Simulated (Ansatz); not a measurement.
**Li$_{2}$BiO$_{3}$: what symmetry allows forces and stress to be**

```xyz
6
Lattice="2.1157 -5.0270 0.0000 2.1157 5.0270 0.0000 0.0000 0.0000 3.4862" Properties=species:S:1:pos:R:3 pbc="T T T"
Li    2.1157   -1.6168    1.7431
Li    2.1157    1.5608    1.7431
Bi    0.0000    0.0443    0.0000
O     2.1157    3.6437    1.7431
O     2.1157   -3.5413    1.7431
O     2.1157   -0.0908    0.0000
```

These are results of DFT PBEsol, scalar-relativistic, plane waves, PAW in Ansatz, not measurements.

Plane waves to 420 eV, a k mesh through Γ of 10×10×10 on the computed 6-atom cell and Gaussian smearing (0.10 eV); no spin polarisation.

This distorted cell has space group Amm2, with 4 operations.

Without a calculation: in which directions can each atom feel a force?

A force must be left unchanged by every operation that keeps its atom in place, so it lies in the space that those operations leave fixed. Atoms that the group maps onto each other feel forces of one size.
```csv
atom,site symmetry,operations at the site,equivalent to atom,allowed force (Cartesian)
Li1,mm2,4,1,"along (0.00, 1.00, 0.00)"
Li2,mm2,4,2,"along (0.00, 1.00, 0.00)"
Bi3,mm2,4,3,"along (0.00, 1.00, 0.00)"
O4,mm2,4,4,"along (0.00, 1.00, 0.00)"
O5,mm2,4,5,"along (0.00, 1.00, 0.00)"
O6,mm2,4,6,"along (0.00, 1.00, 0.00)"
```

That leaves 6 independent force components of 18, tied by 1 condition that the forces sum to zero, so 5 remain. A relaxation in this cell that keeps the symmetry moves the atoms in these directions alone.

And the stress tensor?

It must be invariant under the point group, which leaves 3 independent components: yz, xz, xy vanish.

Do the computed values obey this?

Yes. Forces (eV/Å):
```
Li1  0.000  0.094  0.000
Li2  0.000  0.414  0.000
Bi3  0.000 -0.541  0.000
O4   0.000 -0.412  0.000
O5   0.000  0.072  0.000
O6   0.000  0.374  0.000
```

Stress (GPa, compression positive, xx yy zz yz xz xy): 6.96 -1.75 -1.48 0.00 0.00 0.00. The program imposes the same operations on density, forces and stress, so this confirms the analysis and is no independent test of the calculation.

Spin–orbit coupling is left out, which can shift energies with elements as heavy as these. The cell has an odd number of electrons and was run without spin polarisation, which forces a half-filled band: energy, forces and stress belong to that artificial state.